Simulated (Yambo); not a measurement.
Material: SnO2 (rutile, space group P4_2/mnm, No. 136); a = b = 4.766 Å, c = 3.212 Å, α = β = γ = 90.00° (6 atoms in the cell). Cell and atoms were relaxed with PBEsol from Materials Project entry mp-856, within its symmetry.

With norm-conserving PBE (stringent potentials; Quantum ESPRESSO, 102 Ry, no spin-orbit coupling), the gap between the mesh's edge points (Γ → Γ) is 1.031 eV.

Question: By how much does one-shot G0W0 (Yambo; 2×2×4 Γ-centred k mesh, bands 9 to 220 and a 12 Ry block in the screening, 220 bands in G with the Bruneval-Gonze terminator, plasmon pole fitted at 27.2 eV) open this gap, and what gap results?

Answer: The correction is 1.372 eV, giving 2.403 eV, 2.3 times the PBE value.  Nearest settings tried, and what they do to the gap: 127 bands in G: +11 meV; 127 bands in W, 127 bands in G: +53 meV; 7 Ry block (177 vectors against 331): -112 meV. Not varied: mesh. So the settings aren't converged at that level. The k mesh is coarse. Spin-orbit splittings are left out.
